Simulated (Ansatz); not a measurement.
An Ansatz (a quantum-chemistry and plane-wave program) run. Input:

Ansatz 0.2 input:
```yaml
crystal:
  lattice:
    - [0.0, 4.564087925, 4.564087925]
    - [4.564087925, 0.0, 4.564087925]
    - [4.564087925, 4.564087925, 0.0]
  atoms:
    - { symbol: Cs, position: [0.25, 0.25, 0.25] }
    - { symbol: Cs, position: [0.75, 0.75, 0.75] }
    - { symbol: Tl, position: [0.0, 0.0, 0.0] }
    - { symbol: Ga, position: [0.5, 0.5, 0.5] }
    - { symbol: F, position: [0.2905046334, 0.7094953666, 0.7094953666] }
    - { symbol: F, position: [0.7094953666, 0.2905046334, 0.2905046334] }
    - { symbol: F, position: [0.7094953666, 0.2905046334, 0.7094953666] }
    - { symbol: F, position: [0.2905046334, 0.7094953666, 0.2905046334] }
    - { symbol: F, position: [0.7094953666, 0.7094953666, 0.2905046334] }
    - { symbol: F, position: [0.2905046334, 0.2905046334, 0.7094953666] }
kpoints:
  mp_grid: { grid: [5, 5, 5] }
basis: { xc_grid: 2, fft_grid_basis: typed }
hamiltonian:
  xc: pbesol
  pseudopotentials: { kind: paw }
scf:
  occupations: { method: fixed }
checkpoint: { read: static.run }
output: { write_density: true, elf: true, volumetric_format: npy }
```

Output (shortened):

```
Pseudopotential: Cs, paw, valence charge 9
Pseudopotential: Tl, paw, valence charge 13
Pseudopotential: Ga, paw, valence charge 13
Pseudopotential: F, paw, valence charge 7
Functional definition: PBEsol
Crystal: 10 atoms, lattice volume = 190.148 Å³
Basis set: ecut = 420 eV, 3719 PW (Γ), exchange–correlation on 90×90×90 points (8 copies of the dense FFT grid, shifted against one another)
Bands: 53, of which v1, the nominal top of the filled ones, is band 43 counted from 1 (42 counted from 0)
Symmetry: 48 space group operations
Space group: Fm-3m (ITA 225), of the structure as read, at distance tolerance 5.8e-5 Å
k-points: 10 of 125
Stability of the state it starts from, as read at its close in the unpolarized treatment …
iter 1 solved again at ethr=1.25e-7 eV; its pass at ethr=3.10e-3 eV (dr2=1.07e-4 eV) is discarded
SCF iter   1: F=—  HF=-31022.329674 eV  |F-HF|=—  |Δ(HF+E_count)|=         —  Δρ=5.40e-7  dr2=6.07e-10  ethr=1.25e-7  ⟨swp⟩=3.0  Hψ=3059  notcnv=0  defer=76
preconditioner: auto → Resta (q_TF=auto, 2.390 Å⁻¹)
SCF iter   2: F=—  HF=-31022.329788 eV  |F-HF|=—  |Δ(HF+E_count)|=   1.14e-4  Δρ=3.61e-7  dr2=2.35e-10  ethr=1.00e-12  ⟨swp⟩=13.0  Hψ=2815  notcnv=0
SCF iter   3: F=-31022.329788 eV  HF=-31022.329788 eV  |F-HF|=5.46e-11  |Δ(HF+E_count)|=  5.82e-11  Δρ=1.94e-7  dr2=8.31e-11  ethr=1.00e-12  ⟨swp⟩=1.0  Hψ=1059  notcnv=0
SCF 1 converged in 3 iterations: F = -31022.329788 eV  dr2 = 8.31e-11
SCF converged after 3 iterations
Free energy (F): -31022.329788 eV
Harris-Foulkes:  -31022.329788 eV  (|F-HF|=5.46e-11)
Internal energy: -31022.329788 eV  (E = F + TS)
E sigma→0 (E₀):  -31022.329788 eV
Fermi energy:    4.131524 eV
--- Per-component energies (eV) ---
  E_band       = -346.789229
  E_kinetic    = 1970.183811
  E_local      = -8279.895849  (includes V_loc(G=0)·N_el)
  E_nonlocal   = 1262.094288
  E_hartree    = 3451.228844
  E_xc         = -1114.746975
  E_vxc        = -1061.512377  (∫ρ·V_xc dr)
  E_paw        = -23105.505358  (= ΣΔE_a)
  E_vpaw       = -1140.129614  (= ΣTr[D̂ρ^β])
  E_aug_tail   = 0.012300  (compensation charges beyond the density's cutoff)
  E_ewald      = -5207.145068
  E_core_change = 1.444219  (= ΣΔE_core)
  E_smearing   =  0.000000  (= −TS)
  E_closure    =  0.000000  (closes the sum)
  Σ components = -31022.329788   (vs F -31022.329788, Δ=0.00e0)
  [band-id]    e_kinetic+e_local+e_nonlocal+2·e_hartree+e_vxc+e_vpaw+e_augmentation_tail = -346.789752   (vs E_band -346.789229, Δ=-5.24e-4)
--- Band table (eV; the first three rows and the last of 10) ---
  k-point 0: bands = ["-17.3760", "-16.7886", "-16.7886", "-16.7886", "-16.7067", "-16.7067", "-14.7626", "-14.7584", "-8.0215", "-8.0215", "-8.0215", "-7.9764", "-7.9764", "-4.4863", "-4.4863", "-4.4863", "-4.4440", "-4.4440", "-2.3748", "-2.0212", …
  k-point 1: bands = ["-17.3595", "-16.8027", "-16.7879", "-16.7879", "-16.7077", "-16.7077", "-14.7668", "-14.7647", "-8.0212", "-8.0212", "-8.0206", "-7.9747", "-7.9747", "-4.4832", "-4.4832", "-4.4776", "-4.4590", "-4.4590", "-2.2693", "-1.9754", …
  k-point 2: bands = ["-17.3308", "-16.8277", "-16.7869", "-16.7869", "-16.7094", "-16.7094", "-14.7764", "-14.7720", "-8.0208", "-8.0208", "-8.0193", "-7.9721", "-7.9721", "-4.4831", "-4.4831", "-4.4780", "-4.4780", "-4.4646", "-1.9835", "-1.8718", …
  k-point 9: bands = ["-17.3171", "-16.8124", "-16.7980", "-16.7932", "-16.7205", "-16.7077", "-14.7803", "-14.7785", "-8.0202", "-8.0198", "-8.0195", "-7.9806", "-7.9733", "-4.5200", "-4.4725", "-4.4701", "-4.4690", "-4.4654", "-1.9930", "-1.8843", …
```

Cost: very roughly 9 core-seconds on shared cores.

The workflow started from a Materials Project entry (that database holds measured and hypothetical structures alike); the Crystallography Open Database copy checked does not list it. Whether it is the stable phase at ambient conditions was not checked. Symmetry was held in the PBEsol relaxation; whether a distortion lowers the energy is not shown. Spin–orbit coupling is left out wherever it is not named.

Potentials: the later of the program's two PAW sets.

Ansatz is a plane-wave DFT program.
